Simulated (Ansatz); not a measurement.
A geometry of VBiO₄ away from equilibrium: step 2 of the relaxation of a relaxed VBiO4 cell, doubled along one cell vector, shaken by Gaussian noise of σ = 0.08 Å a coordinate. All values below come from PBE (plane waves to 420 eV, PAW, scalar-relativistic; Ansatz, a first-principles code). Γ-centred k-mesh 3×5×5 on the run's cell (coarser than for final values), Fermi–Dirac smearing 0.05 eV.

```
VBiO4
1.0
    0.02083     9.13673     9.19541
    4.55813     0.04725     4.56087
    4.54674     4.52013     0.05865
Bi O V
2 8 2
Direct
  0.24891   0.50694   0.49145
  0.75264   0.49816   0.50174
  0.33026   0.09904   0.62080
  0.82334   0.06792   0.63317
  0.31545   0.67816   0.62787
  0.82266   0.64200   0.64430
  0.03350   0.62941   0.66087
  0.53666   0.64205   0.64480
  0.31727   0.63696   0.08289
  0.81292   0.63022   0.10096
  0.37917   0.75806   0.73459
  0.87238   0.74929   0.75400
```

Give the Cartesian forces on all atoms (eV/Å).


```tsv
atom	Fx	Fy	Fz
Bi1	0.51	0.01	0.12
Bi2	0.29	0.17	-0.33
O3	-0.70	0.63	-0.65
O4	0.92	-0.92	0.98
O5	-0.76	-0.32	-0.25
O6	-0.70	-0.70	-0.57
O7	-0.17	0.00	0.14
O8	-1.07	0.63	0.66
O9	-0.85	-0.80	0.87
O10	-0.40	-0.62	0.58
V11	2.94	-0.16	-0.68
V12	-0.01	2.08	-0.86
```

What is the pressure?

+0.6 GPa, compression positive.

How far above the relaxed end point is this geometry?

0.10 eV/atom; the path ends in P1 (No. 1).

No spin polarisation in the result. The d or f electrons are treated with no Hubbard U.

Of the parent cell (F-43m (No. 216)): it is a generated cell of VBiO4: the first start was made by a random draw of sites in a space group, and the end was not matched to a known phase here, so it may be hypothetical. Known forms of VBiO4 include space group No. 88.

The first start was generated by a random draw of sites in a space group. Materials Project lists a structure of VBiO4 in the same space group, P1 (No. 1); the sites were not compared with it, nor with measured phases. Known forms of VBiO4 include space group No. 88.
